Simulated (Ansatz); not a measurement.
Cu5Ni: stable or not

The structure comes from a generated guess, relaxed at this level; another structure or a mixture of phases may lie lower.

These are results of Ansatz 0.2.0, DFT PBE, scalar-relativistic, plane waves, PAW, not measurements. Cutoff 420 eV, Γ-centred 12×12×10 mesh (6-atom cell), Gaussian smearing of 0.10 eV, no spin polarisation.

Space group P-62m (No. 189). a = 4.409 Å, b = 4.409 Å, c = 4.187 Å, α = 90.00°, β = 90.00°, γ = 120.00°
```
atom  site  symmetry       x       y       z
  Cu    3f       m2m  0.3296  0.3296  0.0000
  Cu    2d      -6.. 0.6667  0.3333  0.5000
  Ni    1b      -62m  0.0000  0.0000  0.5000
```

Formation energies are uncorrected and refer to the elements' standard structures at the same level.

Problem. These tests were run: energy against the elements; random kick, then relaxation without symmetry; phonons on a 2×2×2 q mesh. What do they show?

Solution.

| test | result |
| --- | --- |
| energy against the elements | +0.02 eV/atom |
| random kick, then relaxation without symmetry | returns |
| phonons on a 2×2×2 q mesh | no imaginary mode on the mesh |

It fails none of these tests outright. Other phases of the system weren't compared here, so this isn't yet thermodynamic stability. Undecided within the accuracy: energy against the elements.

For metals, differences of a few meV/atom aren't resolved. Trial moments died out on the coarse mesh, so the last step has no spin; another magnetic start might hold. The kick test ran on a coarse mesh. The run for the phonons used a 12×12×10 k mesh and Fermi–Dirac smearing of 0.15 eV.
